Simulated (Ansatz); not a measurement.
Coordination and ¹²¹Sb quadrupole coupling in Sb₂Se₃

Cell: a computed structure from the Materials Project (it need not be an observed phase), atoms as given.

Space group Pnma (No. 62); a = 12.3621, b = 4.0016, c = 11.7136 Å.

| site | Wyckoff | site symmetry | x | y | z |
| --- | --- | --- | --- | --- | --- |
| Sb1 | 4c | .m. | 0.1403 | 0.7500 | 0.0381 |
| Sb5 | 4c | .m. | 0.0338 | 0.2500 | 0.3296 |
| Se9 | 4c | .m. | 0.9483 | 0.7500 | 0.1275 |
| Se13 | 4c | .m. | 0.2053 | 0.2500 | 0.1921 |
| Se17 | 4c | .m. | 0.6273 | 0.7500 | 0.0541 |

One atom of each set is listed.

Method: Kohn–Sham DFT in Ansatz, r2SCAN, plane waves and PAW, scalar-relativistic, 500 eV cutoff, Γ-centred 3×7×3 k-points, Fermi–Dirac smearing 0.02 eV.

Q(¹²¹Sb) = -543.0 mb.

(1) Order the Sb environments from the weakest to the strongest quadrupole coupling.
A. Sb5: 3 Se at 2.66–2.68 Å; also 3 Se at 3.27–3.30 Å
B. Sb1: 3 Se at 2.59–2.81 Å; also 2 Se at 2.99 Å

Results:

(1) A (203 MHz, η = 0.32), B (238 MHz, η = 0.05).

At Sb5 V_zz stands upright on the plane through its three neighbours (within 11°). Like point charges on the first shell alone (each adding as 1/d³) would give the same order.

Without spin–orbit coupling (the program notes it for Sb) the gradients can shift somewhat, as the gap is small. With these PAW files V_zz is typically within 2 to 3 % of all-electron values, but misses above 10 % occur on Sb.
